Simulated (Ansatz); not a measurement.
# RbBC4N4: checking a database structure before trusting its electric field gradients

The cell is a refined structure from the COD (listed for 566 K), taken as it stands.

```cif
data_RbBC4N4
_symmetry_space_group_name_H-M 'I4_1/a:1'
_symmetry_Int_Tables_number 88
_cell_length_a 7.1354
_cell_length_b 7.1354
_cell_length_c 14.8197
_cell_angle_alpha 90.000
_cell_angle_beta 90.000
_cell_angle_gamma 90.000
loop_
_atom_site_label
_atom_site_type_symbol
_atom_site_symmetry_multiplicity
_atom_site_Wyckoff_symbol
_atom_site_fract_x
_atom_site_fract_y
_atom_site_fract_z
Rb Rb 4 a 0.0000 0.5000 0.2500
B B 4 b 0.5000 0.0000 0.2500
C C 16 f 0.6505 0.1050 0.1891
N N 16 f 0.7596 0.1820 0.1473
```

One atom of each set is listed; the run and its k-mesh use a cell of 20 atoms with edges of 8.96, 8.96, 8.96 Å.

Level of theory: DFT, PBE, plane waves and PAW, scalar-relativistic, 420 eV cutoff, Γ-centred 6×6×6 k-points, Fermi–Dirac smearing 0.05 eV (Ansatz 0.2.0).

Task: Do the atoms and the cell lie near the calculated equilibrium?

Result: No. The largest force is 3.2 eV/Å, on atom 5 (C: 1 N at 1.14 Å, 1 B at 1.59 Å, angle 178°), and the pressure is 4.4 GPa. Such values can come from imprecise or misplaced coordinates, missing atoms or a wrong setting of the space group; the run alone doesn't tell which, and gradients calculated on this entry can't be taken for those of the compound at ambient conditions.
